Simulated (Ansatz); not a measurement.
Total density of states per atom from plane-wave PAW r²SCAN+D4 (Ansatz code), in 0.25 eV bins, energy from the valence-band maximum:

```
E (eV)  states/eV/atom
------  --------------
-7.85             0.00
-7.60             0.00
-7.35             0.00
-7.10             5.87
-6.85             7.46
-6.60             0.00
-6.35             0.00
-6.10             0.00
-5.85             0.00
-5.60             0.00
-5.35             0.00
-5.10             0.00
-4.85             0.00
-4.60             0.00
-4.35             0.00
-4.10             0.00
-3.85             0.00
-3.60             0.37
-3.35             1.44
-3.10             0.75
-2.85             0.34
-2.60             0.74
-2.35             0.65
-2.10             0.64
-1.85             0.89
-1.60             1.31
-1.35             1.48
-1.10             0.92
-0.85             0.92
-0.60             1.81
-0.35             1.93
-0.10             1.81
0.15              0.00
0.40              0.00
0.65              0.00
0.90              0.00
1.15              0.00
1.40              0.00
1.65              0.00
1.90              0.00
2.15              0.00
2.40              0.00
2.65              0.00
2.90              0.00
3.15              0.00
3.40              0.00
3.65              0.01
3.90              0.03
4.15              0.15
4.40              0.38
4.65              0.99
4.90              1.10
5.15              0.00
5.40              0.00
5.65              0.00
5.90              0.00
6.15              0.05
6.40              0.12
6.65              0.33
6.90              0.43
7.15              0.52
7.40              0.56
7.65              0.49
7.90              0.38
8.15              0.57
```

Q: Pick the material that matches.
(A) CrSBr, Pmmn (Cr on 2b, S on 2a, Br on 2a)
(B) MnCl2, R-3m (Mn on 3a, Cl on 6c)
(C) CdBr2, R-3m (Cd on 3a, Br on 6c)
(D) HBr, Cmc2_1 (H on 4a, Br on 4a)

A: C, CdBr2, R-3m (Cd on 3a, Br on 6c). Top 1 eV of the valence band: Br 4p 96 %. Bottom 1 eV of the conduction band: Cd 5s 59 %, Br 4p 28 %, Br 4s 5 %, outside the projected shells 8 %. Projections are on Löwdin-orthogonalised atomic valence shells; empty p or d shells of many metals are not among them.

The workflow started from a Materials Project entry (that database holds measured and hypothetical structures alike); the Crystallography Open Database files this formula in space group No. 166, but the cells were not matched. Whether it is the stable phase at ambient conditions was not checked. The cell was relaxed with r²SCAN+D4 under the symmetry of its start; its stability against distortions is not shown here. Scalar-relativistic: spin–orbit coupling is off unless named, which matters more the heavier the elements.

Potentials: the later of the program's two PAW sets.
